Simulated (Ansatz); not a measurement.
Sc$_{4}$N$_{3}$O:
```yaml
crystal:
  lattice:
    - [4.48023, 0.00000, 0.00000]
    - [0.00000, 4.48023, 0.00000]
    - [0.00000, 0.00000, 4.48023]
  atoms:
    - { symbol: Sc, position: [0.00000, 0.50000, 0.50000] }
    - { symbol: Sc, position: [0.00000, 0.00000, 0.00000] }
    - { symbol: Sc, position: [0.50000, 0.50000, 0.00000] }
    - { symbol: Sc, position: [0.50000, 0.00000, 0.50000] }
    - { symbol: O, position: [0.50000, 0.50000, 0.50000] }
    - { symbol: N, position: [0.50000, 0.00000, 0.00000] }
    - { symbol: N, position: [0.00000, 0.50000, 0.00000] }
    - { symbol: N, position: [0.00000, 0.00000, 0.50000] }
```

Relaxed with r²SCAN. Special points in fractions of this cell's reciprocal vectors: Γ (0.000, 0.000, 0.000); X (0.000, 0.500, 0.000); M (0.500, 0.500, 0.000); R (0.500, 0.500, 0.500).

Q: List the band energies nearest the Fermi level at these points for plane-wave PAW r²SCAN (Ansatz code).

A: In eV from the Fermi level; about four levels below and three above (degenerate sets whole), none deeper than 8.9 eV; points with the same levels are listed once.

```
k                                below                above
-  -----------------------------------  -------------------
Γ  -1.81 -1.81 -1.81 -1.41 -1.41 -1.41       1.16 1.16 1.16
X              -2.46 -2.46 -0.47 -0.14  1.92 1.92 2.32 2.32
M              -3.99 -3.94 -3.94 -3.87  1.72 2.55 2.71 2.71
R        -4.40 -4.40 -4.40 -4.23 -4.23       3.02 3.02 3.02
```

Space group Pm-3m. The start of the workflow was typed in or built on a structure type; neither database checked (COD, Materials Project) lists it. Whether it is the stable phase at ambient conditions was not checked. The cell was relaxed with r²SCAN under the symmetry of its start; its stability against distortions is not shown here. The run is not spin-polarised. With an odd number of electrons in the cell and no spin polarisation, the count alone makes it a metal.

Potentials: the earlier of the program's two PAW sets. The files were generated under PBE; for other functionals the program regenerates the frozen cores, and for LDA and PBEsol the local potential too.
